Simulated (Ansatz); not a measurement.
PbSe (rock salt), conventional cell a = b = c = 6.1016 Å, α = β = γ = 90.00°. The calculation uses the primitive cell of 2 atoms, to which meshes and values per cell refer.

Two coordinates are scanned: the volume, and the ratio of the stretch along z (the conventional c axis) to the stretch across it. Atoms keep their fractional coordinates.

Calculation: PBEsol (plane waves to 420 eV, PAW, scalar-relativistic; Ansatz, an electronic-structure program). k mesh 9×9×9 (Γ-centred), Fermi-Dirac smearing 0.05 eV. The energy includes the smearing's −TS. PbSe was relaxed with its symmetry unable to fall. Spin-orbit coupling is left out, though Pb is heavy.

Changes of ΔE (kJ/mol of atoms) from the point V/V₀ = 1.000, (c/a)/(c/a)₀ = 1.000 when one coordinate moves alone (two changes are said to add if the coupling is within 5 % of the smaller one, nearly so within 20 %):

```json
[
 {"point": "V/V₀ = 1.000, (c/a)/(c/a)₀ = 0.920", "change": "5.563"},
 {"point": "V/V₀ = 1.000, (c/a)/(c/a)₀ = 0.947", "change": "2.320"},
 {"point": "V/V₀ = 1.000, (c/a)/(c/a)₀ = 0.973", "change": "0.545"},
 {"point": "V/V₀ = 0.960, (c/a)/(c/a)₀ = 1.000", "change": "0.787"},
 {"point": "V/V₀ = 0.973, (c/a)/(c/a)₀ = 1.000", "change": "0.341"},
 {"point": "V/V₀ = 0.987, (c/a)/(c/a)₀ = 1.000", "change": "0.083"},
 {"point": "V/V₀ = 1.013, (c/a)/(c/a)₀ = 1.000", "change": "0.079"},
 {"point": "V/V₀ = 1.027, (c/a)/(c/a)₀ = 1.000", "change": "0.310"},
 {"point": "V/V₀ = 1.040, (c/a)/(c/a)₀ = 1.000", "change": "0.682"},
 {"point": "V/V₀ = 1.000, (c/a)/(c/a)₀ = 1.027", "change": "0.483"},
 {"point": "V/V₀ = 1.000, (c/a)/(c/a)₀ = 1.053", "change": "1.823"},
 {"point": "V/V₀ = 1.000, (c/a)/(c/a)₀ = 1.080", "change": "3.877"}
]
```

Task: What is the change at V/V₀ = 1.027, (c/a)/(c/a)₀ = 1.053, where both move, and how far is it from the sum?

Result: The sum of the single changes is 0.310 + (1.823) = 2.133; the calculation gives 1.957, so the coupling contributes -0.176 (over 20 % of the smaller single change, not additive).

(A scan under strain: stresses follow from slopes of the energy per volume, elastic moduli from its curvatures.)
